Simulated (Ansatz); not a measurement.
Y$_{2}$Ti$_{2}$O$_{7}$:
```xyz
22
Lattice="0.0000 5.0473 5.0473 5.0473 0.0000 5.0473 5.0473 5.0473 0.0000" Properties=species:S:1:pos:R:3 pbc="T T T"
Y      3.7855     3.7855     1.2618
Y      3.7855     1.2618     3.7855
Y      1.2618     1.2618     1.2618
Y      1.2618     3.7855     3.7855
Ti     3.7855     3.7855     6.3091
Ti     3.7855     6.3091     3.7855
Ti     6.3091     6.3091     6.3091
Ti     6.3091     3.7855     3.7855
O      2.5237     2.5237     2.5237
O      0.0000     0.0000     0.0000
O      7.5710     5.5053     7.5710
O      7.1130     5.0473     5.0473
O      7.5710     9.6366     7.5710
O      2.9817     5.0473     5.0473
O      7.5710     7.5710     5.5053
O      5.0473     7.1130     5.0473
O      7.5710     7.5710     9.6366
O      5.0473     2.9817     5.0473
O      5.5053     7.5710     7.5710
O      5.0473     5.0473     7.1130
O      9.6366     7.5710     7.5710
O      5.0473     5.0473     2.9817
```

Relaxed with r²SCAN.

Task: Which orbitals make up the states near the band edges in r²SCAN (plane waves, PAW; program Ansatz)?

Result: Top 1 eV of the valence band: O 2p 93 %. Bottom 1 eV of the conduction band: Ti 3d 85 %, O 2p 11 %. Projections are on Löwdin-orthogonalised atomic valence shells; empty p or d shells of many metals are not among them.

Task: Tabulate the density of states.

Result: States/eV per cell of 22 atoms, in 0.25 eV bins, energy from the valence-band maximum.

```csv
E (eV),total,O 2p,Ti 3d,Y 4d
-4.97,0.00,0.00,0.00,0.00
-4.72,1.93,1.31,0.28,0.19
-4.47,8.29,5.76,1.33,0.57
-4.22,16.32,11.57,2.73,0.93
-3.97,26.53,19.00,4.75,1.73
-3.72,23.50,16.98,3.87,1.66
-3.47,27.18,20.07,3.49,2.65
-3.22,18.11,13.54,2.36,1.78
-2.97,15.77,12.52,1.39,1.17
-2.72,18.59,15.14,1.40,1.00
-2.47,14.12,11.47,1.15,0.65
-2.22,14.64,12.21,1.02,0.70
-1.97,17.64,14.79,1.18,0.90
-1.72,24.73,21.31,1.62,0.82
-1.47,17.65,15.32,1.08,0.61
-1.22,17.24,15.26,0.77,0.70
-0.97,21.64,19.65,0.85,0.57
-0.72,25.42,23.40,0.77,0.66
-0.47,11.59,10.78,0.29,0.27
-0.22,14.07,13.39,0.22,0.21
0.03,1.05,1.02,0.01,0.02
0.28,0.00,0.00,0.00,0.00
0.53,0.00,0.00,0.00,0.00
0.78,0.00,0.00,0.00,0.00
1.03,0.00,0.00,0.00,0.00
1.28,0.00,0.00,0.00,0.00
1.53,0.00,0.00,0.00,0.00
1.78,0.00,0.00,0.00,0.00
2.03,0.00,0.00,0.00,0.00
2.28,0.00,0.00,0.00,0.00
2.53,0.00,0.00,0.00,0.00
2.78,0.00,0.00,0.00,0.00
3.03,0.00,0.00,0.00,0.00
3.28,0.46,0.02,0.43,0.01
3.53,25.17,2.20,21.92,0.48
3.78,31.77,3.52,26.93,0.48
4.03,12.18,1.63,10.00,0.29
4.28,7.84,1.26,6.14,0.19
4.53,18.60,3.17,14.01,0.69
4.78,0.00,0.00,0.00,0.00
5.03,0.00,0.00,0.00,0.00
5.28,0.81,0.02,0.26,0.47
5.53,8.33,0.74,1.42,5.65
5.78,13.21,1.61,1.37,9.57
6.03,13.76,1.78,2.74,8.38
6.28,14.23,1.73,5.80,5.02
6.53,21.29,3.05,8.41,7.54
6.78,12.17,1.86,4.14,5.06
7.03,10.89,1.62,3.10,5.41
7.28,8.46,1.34,2.45,3.92
7.53,14.05,2.00,2.80,7.61
7.78,18.09,3.09,3.72,9.15
8.03,11.55,2.29,2.71,5.56
```

Space group Fd-3m. The first step of the workflow began from a Materials Project structure, measured or hypothetical; the Crystallography Open Database files this formula in space group No. 227, but the cells were not matched. Its standing as an ambient phase is unchecked. The cell was relaxed with r²SCAN under the symmetry of its start; its stability against distortions is not shown here. No spin polarisation was allowed. Spin–orbit coupling is left out wherever it is not named.

Potentials: the later of the program's two PAW sets.
